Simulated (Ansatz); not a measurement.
The cell below belongs to a search over invented structures; it isn't taken from experiment.

Input and command of a plane-wave DFT calculation in Ansatz:

```yaml
crystal:
  lattice:
    - [4.4454938632, 0.0, 0.0]
    - [0.0, 3.9274532464, 0.0]
    - [-1.5761191053, 0.0, 11.6906349275]
  atoms:
    - { symbol: Ga, position: [0.5742625403, 0.5, 0.0044765876] }
    - { symbol: Sn, position: [0.5446843333, 0.5, 0.2539082357] }
    - { symbol: Sn, position: [0.404256345, 0.5, 0.7530276566] }
    - { symbol: Sn, position: [0.0623255802, 0.0, 0.0024699353] }
    - { symbol: Sn, position: [0.8375148394, 0.0, 0.5002638885] }
    - { symbol: S, position: [0.4362740797, 0.5, 0.5267699077] }
    - { symbol: S, position: [0.9950029325, 0.0, 0.7294956886] }
    - { symbol: S, position: [0.1456793496, 0.0, 0.2295881003] }
basis:
  ecutwfc: 420
kpoints:
  mp_grid: { grid: [8, 8, 4] }
hamiltonian:
  xc: pbe
scf:
  occupations: { method: gaussian, width: 0.1 }
output:
  forces: true
  stress: true
  eigenvalues: true
relax:
  adjacent_minimum: "off"
  f_tol: 0.01
  max_steps: 80
  cell: { stress_tol: 0.05 }
```

```bash
ansatz run input.yaml --threads 1 --pin off --max-ram 2560MiB --backend cpu --events-out ev --progress --plain --runs-dir out
```

Processor: Intel(R) Xeon(R) 6975P-C (Granite Rapids), 1 thread, on a host shared with other jobs.

**Question.** Estimate time, memory and problem size.

**Answer.** About 8.1 min, peak memory 0.91 GiB. It solves 53 bands at 90 k points (after reduction by symmetry) with about 3917 plane waves (on the last cell), in 62 SCF iterations over 8 ionic steps.
